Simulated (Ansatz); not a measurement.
This run works on a generated trial structure, not on a known crystal.

Input and command of a plane-wave DFT calculation in Ansatz:

```yaml
crystal:
  lattice:
    - [4.6105376386, 0.0, 0.0]
    - [0.0, 4.6105376386, 0.0]
    - [0.0, 0.0, 4.5882397777]
  atoms:
    - { symbol: V, position: [0.5, 0.0, 0.2620780534] }
    - { symbol: V, position: [0.0, 0.5, 0.2620780534] }
    - { symbol: Si, position: [0.5, 0.5, 0.0553212838] }
    - { symbol: S, position: [0.5, 0.0, 0.7669589894] }
    - { symbol: S, position: [0.0, 0.5, 0.7669589894] }
    - { symbol: S, position: [0.0, 0.0, 0.2791683805] }
basis:
  ecutwfc: 500
kpoints:
  mp_grid: { grid: [8, 8, 8] }
hamiltonian:
  xc: r2scan
scf:
  occupations: { method: gaussian, width: 0.1 }
output:
  forces: true
  stress: true
  eigenvalues: true
```

```bash
ansatz run input.yaml --threads 1 --pin off --max-ram 2560MiB --backend cpu --events-out ev --progress --plain --runs-dir out
```

Processor: Intel(R) Xeon(R) Processor @ 2.50GHz (Skylake/Cascade Lake), 1 thread, on a host shared with other jobs.

Problem. Estimate time, memory and problem size.

Solution. About 100 s, peak memory 0.64 GiB. It solves 30 bands at 75 k points (after reduction by symmetry) with about 2517 plane waves, in 10 SCF iterations.
